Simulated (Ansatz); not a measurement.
Consider the following.

MgH2:
```
MgH2
1.0
    4.47651     0.00000     0.00000
    0.00000     4.47651     0.00000
    0.00000     0.00000     3.00771
Mg H
2 4
Direct
  0.50000   0.50000   0.50000
  0.00000   0.00000   0.00000
  0.69549   0.69549   0.00000
  0.30451   0.30451   0.00000
  0.80451   0.19549   0.50000
  0.19549   0.80451   0.50000
```

This is the PBEsol-relaxed structure.

**Question.** All from the program Ansatz at the PBEsol level (PAW), unless another level is named. Give the electronic dielectric constant ε∞ (DFPT).

**Answer.** 4.16 (xx = yy), 4.21 (zz).

**Question.** And the static dielectric constant ε0 (ions relaxed, cell fixed)?

**Answer.** 11.9 (xx = yy), 8.50 (zz).

**Question.** What about the Born charges (a third of the trace)?

**Answer.** Mg +1.88, H -0.94 e.

Space group P4_2/mnm (rutile). The PBEsol relaxation kept the symmetry of its start; phonons on a q-mesh show no instability.

Potentials: the later of the program's two PAW sets.
